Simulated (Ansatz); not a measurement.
AlWO4:
```yaml
crystal:
  lattice:
    - [3.17286, -3.32399, 0.00000]
    - [3.17286, 3.32399, 0.00000]
    - [0.00000, 0.00000, 2.81794]
  atoms:
    - { symbol: Al, position: [0.50000, 0.50000, 0.00000] }
    - { symbol: W, position: [0.00000, 0.00000, 0.50000] }
    - { symbol: O, position: [0.30037, 0.30037, 0.50000] }
    - { symbol: O, position: [0.69963, 0.69963, 0.50000] }
    - { symbol: O, position: [0.78556, 0.21444, 0.00000] }
    - { symbol: O, position: [0.21444, 0.78556, 0.00000] }
```

Relaxed with PBEsol. Special points in fractions of this cell's reciprocal vectors: Γ (0.000, 0.000, 0.000); Y (-0.500, 0.500, 0.000); C0 (-0.478, 0.522, 0.000); Σ0 (0.478, 0.478, 0.000); Z (0.000, 0.000, 0.500); A0 (0.478, 0.478, 0.500); E0 (-0.478, 0.522, 0.500); T (-0.500, 0.500, 0.500); S (0.000, 0.500, 0.000); R (0.000, 0.500, 0.500).

**Question.** List the band energies nearest the Fermi level at these points for the program Ansatz at the PBEsol level (PAW).

**Answer.** In eV from the Fermi level; about four levels below and three above (degenerate sets whole), none deeper than 8.9 eV; points with the same levels are listed once.

```csv
k,below,above
Γ,-2.95 -2.93 -2.13 -1.74,1.32 1.64 4.07
Y,-3.88 -3.87 -3.47 -1.51,1.38 2.46 3.93
C0,-4.01 -3.75 -3.47 -1.51,1.37 2.45 3.95
Z,-4.65 -4.60 -4.02 -3.50,1.13 1.24 2.83
A0,-3.47 -3.46 -2.88 -0.05,0.64 2.81 5.55
T,-3.46 -3.45 -2.87 -0.06,0.64 2.81 5.55
S,-3.51 -3.20 -2.95 -1.47,1.19 1.74 5.19
R,-4.82 -4.25 -3.60 -3.40,0.19 0.61 2.85
```

Space group Cmmm. The workflow started from a Materials Project entry (that database holds measured and hypothetical structures alike); the Crystallography Open Database copy checked does not list it. COD files the formula under space group No. 12, so this cell is another polymorph or a model. Its standing as an ambient phase is unchecked. Symmetry was held in the PBEsol relaxation; whether a distortion lowers the energy is not shown. No spin polarisation was allowed. No Hubbard U is applied. With an odd number of electrons in the cell and no spin polarisation, the count alone makes it a metal. Scalar-relativistic: spin–orbit coupling is off unless named, which matters more the heavier the elements.

Potentials: the later of the program's two PAW sets.
